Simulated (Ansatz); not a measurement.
The start is a generated cell, SnO placed in the AFLOW prototype AB_hP4_186_b_a (B12, as in BN). The structure is fully relaxed (lattice and positions, P = 0) with PBE (plane waves to 420 eV, PAW, scalar-relativistic; Ansatz, an electronic-structure program). The first steps use a coarse 9×9×3 k-mesh.

Input geometry:
```
CELL_PARAMETERS angstrom
      3.04376     0.00000     0.00000
     -1.52188     2.63597     0.00000
      0.00000     0.00000     8.12477
ATOMIC_POSITIONS crystal
  O  0.66667 0.33333 0.95000
  O  0.33333 0.66667 0.45000
  Sn 0.00000 0.00000 0.00000
  Sn 0.00000 0.00000 0.50000
```

Task: What pressure does the first self-consistent step give?

Result: +82.8 GPa (positive: the cell is compressed).

Task: Which atoms feel the largest initial force, and how large is it?

Result: 8.01 eV/Å, on O1, O2, Sn3, Sn4 (atoms numbered as listed).

Task: By how much does the energy per atom fall from start to end?

Result: 2.32 eV/atom.

Task: How does the volume per atom move from start to end?

Result: +23.7 %, from 16.30 to 20.16 Å³/atom.

Task: What band gap does the relaxed structure have at this level?

Result: 0.69 eV, indirect (valence top at K, conduction bottom at M) (no spin-orbit coupling).

Task: What does it relax into? Give the structure.

Result: 
Space group P6₃mc (No. 186); a = 3.399 Å, b = 3.399 Å, c = 8.059 Å, α = 90.00°, β = 90.00°, γ = 120.00°

```
atom  site  symmetry       x       y       z
----  ----  --------  ------  ------  ------
O       2b       3m.  0.3333  0.6667  0.0885
Sn      2a       3m.  0.0000  0.0000  0.4615
```

The space group stays P6₃mc (No. 186) (the run could not lower it); the end is AFLOW prototype AB_hP4_186_b_a (B12, as in BN), with 4 atoms in the primitive cell. Final values are on a 11×11×4 k-mesh of the relaxed cell. No spin polarisation in the result.

The run could not lose the symmetry of its start: the end is stationary, and may be a saddle point rather than a minimum.

The relaxed structure here is a generated cell of SnO: the first start was made by placing the elements on the sites of a structure type, and the end was not matched to a known phase here, so it may be hypothetical. Known forms of SnO include space group No. 129.
